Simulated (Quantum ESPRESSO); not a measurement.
AlIn2GaAs4 (made-up cell), ScAlInGaAs4 (made-up cell) (calculated)

Computed with Quantum ESPRESSO 7.5. Calculation on a made-up crystal cell, not a measurement: periodic Kohn-Sham density functional theory in plane waves with PseudoDojo standard norm-conserving scalar-relativistic pseudopotentials, each functional with its own files (v0.5 for PBE, v0.4.1 for LDA and PBEsol), no spin polarisation, no spin-orbit coupling, atoms not relaxed, stress positive in tension, energies less a fixed whole-eV offset for each atom's element; levels are Kohn-Sham levels at fractions of this cell's reciprocal vectors, counted from the reference band (half the neutral cell's valence electrons, rounded up) at Gamma; error bars cover cutoff and k-mesh only, not smearing or the files; added strain carries the atoms with the cell, and shear is the tensor component; each bar is the largest change over components, and at least 0.002 eV, 0.002 eV per angstrom or 0.02 GPa; energies are for the whole cell, and the offsets were chosen from early runs and are not element reference energies.

Common to all runs: lattice type zincblende/diamond; functional pbe; cutoff 1143 eV; fermi dirac smearing 0.025 eV; scf tolerance 1e-07 eV; electrons removed 0; k mesh 4 x 4 x 4, shifted by half a step.

(1) 
```xyz
8
Lattice="5.8236 0.0570 -0.0329 0.0570 5.8939 0.0571 -0.0329 0.0571 5.8544" Properties=species:S:1:pos:R:3 formula=AlIn2GaAs4
Al     0.0801     0.0669    -0.0882
Ga    -0.0503     3.0077     2.9482
In     2.8430     0.0171     2.9302
In     3.0042     3.0638     0.0308
As     1.4515     1.4992     1.4120
As     1.4501     4.4662     4.5350
As     4.3881     1.5969     4.3438
As     4.4327     4.4357     1.5035
```

Atoms:
```csv
atoms element,atom site
Al,1
Ga,2
In,3
In,4
As,5
As,6
As,7
As,8
```

(2) 
```xyz
8
Lattice="5.8236 0.0570 -0.0329 0.0570 5.8939 0.0571 -0.0329 0.0571 5.8544" Properties=species:S:1:pos:R:3 formula=ScAlInGaAs4
Al     0.0801     0.0669    -0.0882
Ga    -0.0503     3.0077     2.9482
Sc     2.8430     0.0171     2.9302
In     3.0042     3.0638     0.0308
As     1.4515     1.4992     1.4120
As     1.4501     4.4662     4.5350
As     4.3881     1.5969     4.3438
As     4.4327     4.4357     1.5035
```

Atoms:
```csv
atoms element,atom site
Al,1
Ga,2
Sc,3
In,4
As,5
As,6
As,7
As,8
```

Question: AlIn2GaAs4 (made-up cell) (entry 1): stress xx?
Answer: -4.872 GPa

Question: Give the missing stress yz for ScAlInGaAs4 (made-up cell) (entry 2).
Answer: 1.376 GPa

Question: Give the table of forces values for ScAlInGaAs4 (made-up cell) (entry 2).
Answer: 
Forces:
```csv
site,x (eV/Å),y (eV/Å),z (eV/Å)
1,-0.5513,-0.1156,0.6858
2,0.8603,-0.4648,0.2655
3,0.3933,0.093,0.1144
4,0.2301,-1.347,0.2501
5,-0.9087,0.1371,0.2908
6,-1.567,0.4656,-1.387
7,0.4294,-0.3862,-0.1911
8,1.114,1.618,-0.02826
```

Further results for AlIn2GaAs4 (made-up cell) (entry 1):

- pressure: 4.537 GPa
- stress yy: -4.243 GPa
- stress zz: -4.496 GPa
- stress yz: 1.431 GPa
- stress xz: -2.133 GPa
- stress xy: 1.771 GPa
- error bar stress: 0.02 GPa
- error bar force: 0.002 eV/Å
- error bars from: tighter rerun of a related cell

Forces:
```csv
site,x (eV/Å),y (eV/Å),z (eV/Å)
1,-0.6042,-0.1021,0.744
2,0.8916,-0.5153,0.2167
3,0.3378,0.06598,0.0859
4,0.2093,-1.425,0.2827
5,-1.096,0.4074,0.1343
6,-1.645,0.3181,-1.307
7,0.5867,-0.2977,0.006112
8,1.32,1.548,-0.1623
```

Further results for ScAlInGaAs4 (made-up cell) (entry 2):

- pressure: 4.374 GPa
- stress xx: -4.755 GPa
- stress yy: -4.047 GPa
- stress zz: -4.319 GPa
- stress xz: -1.986 GPa
- stress xy: 1.594 GPa
- error bar stress: 0.02 GPa
- error bar force: 0.002 eV/Å
- error bars from: tighter rerun of a related cell
